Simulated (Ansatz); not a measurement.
# Does relaxation matter for the field gradients of Si with Nb replacing Si?

Start: a supercell of Si (diamond type, Fd-3m) built from an entry of the Crystallography Open Database (COD) (the entry's cell lengths or inner coordinates differ somewhat from later room-temperature determinations), with all atoms left at the host's positions.

```cif
data_NbSi53
_symmetry_space_group_name_H-M 'F-43m'
_symmetry_Int_Tables_number 216
_cell_length_a 16.2814
_cell_length_b 16.2814
_cell_length_c 16.2814
_cell_angle_alpha 90.000
_cell_angle_beta 90.000
_cell_angle_gamma 90.000
loop_
_atom_site_label
_atom_site_type_symbol
_atom_site_symmetry_multiplicity
_atom_site_Wyckoff_symbol
_atom_site_fract_x
_atom_site_fract_y
_atom_site_fract_z
Nb Nb 4 d 0.2500 0.7500 0.2500
Si2 Si 48 h 0.4167 0.7500 0.4167
Si5 Si 16 e 0.5833 0.5833 0.4167
Si9 Si 16 e 0.9167 0.4167 0.5833
Si15 Si 24 g 0.7500 0.4167 0.7500
Si28 Si 16 e 0.1667 0.8333 0.1667
Si30 Si 24 f 0.5000 0.8333 0.5000
Si32 Si 48 h 0.5000 0.6667 0.3333
Si41 Si 4 b 0.5000 0.5000 0.5000
Si45 Si 16 e 0.8333 0.3333 0.6667
```

One atom of each set is listed; the run and its k-mesh use a cell of 54 atoms with edges of 11.51, 11.51, 11.51 Å.

Computed with Ansatz: DFT, PBE, plane waves and PAW, scalar-relativistic, 420 eV cutoff, Γ-centred 2×2×2 k-points, Fermi–Dirac smearing 0.01 eV, cell charge +1.

The largest force at the start is 2.2 eV/Å. Relaxing the ions at fixed cell moves them by 0.152 Å at most (atom 28, Si) and 0.046 Å rms.

```tsv
site	moved (Å)	first shell before	first shell after	V_zz before (10²¹ V/m²)	η before
Nb	0.000	4 Si at 2.35 Å	4 Si at 2.50 Å	0.00	–
Si2	0.038	4 Si at 2.35 Å	4 Si at 2.34 Å	1.33	0.09
Si5	0.002	4 Si at 2.35 Å	4 Si at 2.35 Å	-0.079	0.00
Si9	0.006	4 Si at 2.35 Å	4 Si at 2.35 Å	-0.034	0.00
Si15	0.005	4 Si at 2.35 Å	4 Si at 2.34–2.35 Å	-0.017	0.63
Si28	0.152	1 Nb at 2.35 Å, 3 Si at 2.35 Å	3 Si at 2.34 Å, 1 Nb at 2.50 Å	-3.84	0.00
Si30	0.006	4 Si at 2.35 Å	4 Si at 2.34–2.35 Å	0.78	0.12
Si32	0.012	4 Si at 2.35 Å	4 Si at 2.34–2.35 Å	0.11	0.37
```

Q: What are V_zz and η after the relaxation?

A: 

| site | V_zz after | η after | change of V_zz |
| --- | --- | --- | --- |
| Nb | 0.00 | – | 0.00 |
| Si2 | 1.42 | 0.11 | +0.09 |
| Si5 | -0.051 | 0.00 | +0.03 |
| Si9 | -0.16 | 0.00 | -0.12 |
| Si15 | -0.075 | 0.16 | – |
| Si28 | -2.40 | 0.00 | +1.44 |
| Si30 | 0.78 | 0.22 | 0.00 |
| Si32 | 0.24 | 0.87 | +0.13 |

The largest change of V_zz along a kept axis is on Si28, from -3.84 to -2.40. In per cent, |V_zz| changes by -38 on Si (all sites that start above 2). Where |V_zz| stays above 0.1 and the axes keep their order, η moves most on Si32, from 0.37 to 0.87. On Si15 the largest principal value lies along another axis in the second run, so the two V_zz can't be compared directly. Other sites with |V_zz| of 0.02 or less aren't listed.

The run isn't spin-polarised, and a state with spin may lie lower. The defect repeats with the cell of 54 atoms, so it feels its images: sites between two images don't show the values beside a lone defect, and zeros or small values of η there can come from the images' arrangement. A uniform background compensates the cell's charge. The defect cell has no gap above 0.1 eV on its mesh, so the values can hang on the smearing and the k-mesh. Without spin–orbit coupling (the program notes it for Nb) the gradients can shift somewhat, as the gap is small.
Before: The neighbours have not yet relaxed around the defect (largest force 2.2 eV/Å), so a real crystal will differ.
After: The relaxation keeps the site symmetry -43m of the start, so the impurity can't leave its site; a distortion that would localise the partly filled state isn't explored.
